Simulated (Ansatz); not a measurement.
YNbN₃ (cubic perovskite, space group No. 221), plane-wave PAW r²SCAN (Ansatz code), all energies at zero smearing, with the estimated change up to a 700 eV cutoff added, with one set of potentials and settings (totals compare only within such a set). Cell of 5 atoms (1 Y, 1 Nb, 3 N): -9582.375 eV.

```tsv
element	reference phase	E (eV/atom)
Y	P6_3/mmc, 2 atoms in the cell	-3859.7073
Nb	Im-3m, 1 atoms in the cell	-4563.6321
N	Pa-3, 8 atoms in the cell	-384.8315
```

Formation energy per atom, worked out: (-9582.375 − 1×(-3859.7073) − 1×(-4563.6321) − 3×(-384.8315))/5 = -0.908 eV/atom (-88 kJ per mol of atoms), at 0 K, without zero-point energy or fitted corrections.

Space group Pm-3m (cubic perovskite). The start of the workflow was typed in or built on a structure type; neither database checked (COD, Materials Project) lists it. Whether it is the stable phase at ambient conditions was not checked. The cell was relaxed with r²SCAN under the symmetry of its start; whether a distortion lowers the energy is not shown. The workflow began spin-polarised and lost its moments. Other orbital occupations within this spin state were not tried. The references are the lowest solids computed at this level, not always the standard phases (solids in place of the gases).

Potentials: the later of the program's two PAW sets.
